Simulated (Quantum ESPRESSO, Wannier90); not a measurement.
## Wannierisation of Ir (fcc (Cu type))

```xyz
1
Lattice="0.0000 1.9270 1.9270 1.9270 0.0000 1.9270 1.9270 1.9270 0.0000" Properties=species:S:1:pos:R:3 pbc="T T T"
Ir     0.0000     0.0000     0.0000
```

Materials Project entry mp-101; symmetrised, unrelaxed at this level. This is the element's usual structure. Level: PBEsol, no spin polarisation, no spin-orbit coupling; pw.x of Quantum ESPRESSO at 55 Ry with PseudoDojo potentials, 12×12×12 k-points, Wannier90. Density: 18×18×18 mesh, cold smearing 0.01 Ry. Spin-orbit coupling is left out although heavy elements are present.

The plane-wave run has 21 bands and 17 electrons a cell. On the energy scale of pw.x, whose zero is arbitrary, the Fermi level lies at 25.41 eV.

Isolated groups of bands, relative to the Fermi level (bands from 5 on overlap up to the last one computed):

```json
[
 {"bands": "1", "from (eV)": "-93.05", "to (eV)": "-92.97", "filling": "filled", "weight on atomic waves": "Ir 5s 98 %"},
 {"bands": "2–4", "from (eV)": "-50.19", "to (eV)": "-49.43", "filling": "filled", "weight on atomic waves": "Ir 5p 99 %"}
]
```

Input w.win, without the blocks of cell, atoms and k-points (1728 lines):

```
num_bands = 17
num_wann = 9
exclude_bands = 1-4
num_iter = 800
conv_tol = 1.0e-6
conv_window = 4
dis_num_iter = 1000
dis_conv_tol = 1.0e-6
dis_froz_max = 43.90
write_hr = true
write_u_matrices = true
begin projections
Ir: s;p;d
end projections
mp_grid = 12 12 12
```

wannier90.x stops with:
```
dis_windows: More states in the frozen window than target WFs
```
At some k-point more bands lie below dis_froz_max than there are Wannier functions, and every frozen state has to fit into the subspace. Mended as below, all else unchanged, the run goes through (Ω_I = 8.1 Å²) and follows the plane-wave bands to 2.1 meV rms (states up to 1.0 eV relative to the Fermi level).
```
dis_froz_max = 26.91
```
